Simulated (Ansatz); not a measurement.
Cd3Se2S (P3m1) at 3 levels of theory

One geometry, relaxed with PBE; plane waves with PAW potentials in Ansatz, scalar-relativistic. No spin polarisation. Gaps are the least over mesh and band path; pressure is positive in compression, and isn't given for hybrids.

```yaml
crystal:
  lattice:
    - [4.31558, 0.00000, 0.00000]
    - [-2.15779, 3.73740, 0.00000]
    - [0.00000, 0.00000, 10.58610]
  atoms:
    - { symbol: Cd, position: [0.33333, 0.66667, 0.00029] }
    - { symbol: Cd, position: [0.66667, 0.33333, 0.65784] }
    - { symbol: Cd, position: [0.00000, 0.00000, 0.34242] }
    - { symbol: Se, position: [0.66667, 0.33333, 0.91133] }
    - { symbol: Se, position: [0.33333, 0.66667, 0.25318] }
    - { symbol: S, position: [0.00000, 0.00000, 0.58495] }
```

```json
{"level": "PBE", "cutoff (eV)": "420", "k mesh": "12×12×4", "gap (eV)": "0.56", "pressure (GPa)": "0.0"}
{"level": "r2SCAN", "cutoff (eV)": "500", "k mesh": "12×12×4", "gap (eV)": "1.02", "pressure (GPa)": "-1.5"}
{"level": "HSE06", "cutoff (eV)": "420", "k mesh": "6×6×2", "gap (eV)": "1.48", "pressure (GPa)": "-"}
```

The cell was found from a structure generator's guess, not taken from experiment.
